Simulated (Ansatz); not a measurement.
**Thickness series of a surface: bcc Cr (110)**

All-electron LAPW in Ansatz 0.2.0 under PBE, scalar-relativistic, energies extrapolated to zero smearing, no spin–orbit coupling, ferromagnetic start (antiferromagnetic order not tried). The 1×1 slabs (area 5.74 Å²) are cut from the bulk relaxed on PAW files, and their atoms are relaxed; γ counts from the bulk energy, Δd12 is the change of the outer spacing. No reconstruction is allowed, and meshes differ a little between slabs.

```json
{"planes": "5", "γ (J/m²)": "3.245", "Φ (eV)": "4.77", "Δd12 (%)": "?"}
{"planes": "6", "γ (J/m²)": "3.228", "Φ (eV)": "4.79", "Δd12 (%)": "-4.5"}
{"planes": "7", "γ (J/m²)": "3.223", "Φ (eV)": "4.79", "Δd12 (%)": "?"}
```

Task: Give the missing entry: row "5", column "Δd12 (%)".

Result: -4.8.

Task: What belongs in the row "7", column "Δd12 (%)"?

Result: -4.6.

Task: How far have the values settled with thickness?

Result: Between 6 and 7 planes γ moves by -0.2 % and Φ by 0.00 eV. Thin films carry quantum-size oscillations, so two neighbours that agree don't prove convergence.
